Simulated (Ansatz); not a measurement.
Values for one crystal, relaxed and computed with r²SCAN in the plane-wave PAW code Ansatz; other levels are named.

| Item | Result |
|---|---|
| Volume per atom | 20.41 Å³ |
| Band gap | 0.44 eV (indirect) |
| Smallest direct gap on the standard path | 0.68 eV |
| Pressure derivative B′ | 4.3 |
| Valence-band maximum | at Y (k = 0.000, 0.500, 0.000 in fractions of the reciprocal vectors) |
| Conduction-band minimum | on the Γ–Z line, 95 % of the way from Γ (k = 0.000, 0.000, 0.474 in fractions of the reciprocal vectors) (2 equivalent valleys) |
| Bulk modulus (Birch–Murnaghan fit) | 78.6 GPa |

Task: Which of these materials gives this?
A) Zn3P4W, Pmn2_1 (Pearson symbol oP16)
B) Zn2SeS, P-4m2 (Zn on 2g, Se on 1d, S on 1b)
C) ZnSe, zinc blende
D) KZn2BCl2O3, R32 (Pearson symbol hR9)

Result: A, Zn3P4W, Pmn2_1 (Pearson symbol oP16)

The start of the workflow was typed in or built on a structure type; neither database checked (COD, Materials Project) lists it. Its standing as an ambient phase is unchecked. The cell was relaxed with r²SCAN under the symmetry of its start; its stability against distortions is not shown here. No spin polarisation was allowed. Scalar-relativistic: spin–orbit coupling is off unless named, which matters more the heavier the elements.

Potentials: the later of the program's two PAW sets.
